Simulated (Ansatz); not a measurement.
**TaS2, first-principles data**

TaS₂:
```
TaS2
1.0
    3.29093     0.00000     0.00000
   -1.64546     2.85003     0.00000
    0.00000     0.00000     5.72208
Ta S
1 2
Direct
  0.00000   0.00000   0.00000
  0.33333   0.66667   0.26862
  0.66667   0.33333   0.73138
```

Space group P-3m1 (No. 164), CdI2 type; conventional cell a = 3.291 Å, b = 3.291 Å, c = 5.722 Å, α = 90.00°, β = 90.00°, γ = 120.00°.

Method: DFT-LDA in the program Ansatz with PAW potentials. Geometry: relaxed at this level of theory. Other levels are named where they apply.

### Cell and energy

- Volume per atom: 17.89 Å³
- Density: 7.58 g/cm³
- Formation energy from the elements (no fitted shifts): -1.14 eV/atom

### Electronic structure

Electronic character: metallic (no gap)
Density of states at the Fermi level: 0.48 states/eV per atom (mean over ±0.08 eV)

### Mechanics

- Bulk modulus (Birch–Murnaghan fit): 44.7 GPa
- Pressure derivative B′: 11.3
- Elastic constants (relaxed ions, GPa): C11 = 193, C12 = 35.0, C13 = 14.2, C14 = -8.1, C33 = 60.0, C44 = 23.1
- Mechanical stability: stable (all eigenvalues of C positive)
- Hill bulk and shear moduli: 54.6 and 42.5 GPa
- Young's modulus: 101 GPa
- Poisson's ratio: 0.19
- Debye temperature from the elastic constants: 297 K

### Phonons

- Highest zone-centre frequency: 378 cm⁻¹
- Zone-centre stability: no imaginary mode at Γ

The LDA relaxation kept the symmetry of its start. The run is not spin-polarised. The volume moved by -17 % from the start of the relaxation. A crystal of weakly bound layers computed without a dispersion correction: the cell and the soft elastic constants depend strongly on that. With an odd number of electrons in the cell and no spin polarisation, the count alone makes it a metal. As this level gives no gap, shear constants depend on the k-mesh and smearing (Fermi–Dirac, 0.1 eV here). As this level gives no gap, phonon frequencies hold no LO–TO term and depend on the k-mesh and smearing (Fermi–Dirac, 0.1 eV here). The references are the lowest solids computed at this level, not always the standard phases. Scalar-relativistic: spin–orbit coupling is off unless named, which matters more the heavier the elements.

Potentials: the later of the program's two PAW sets.
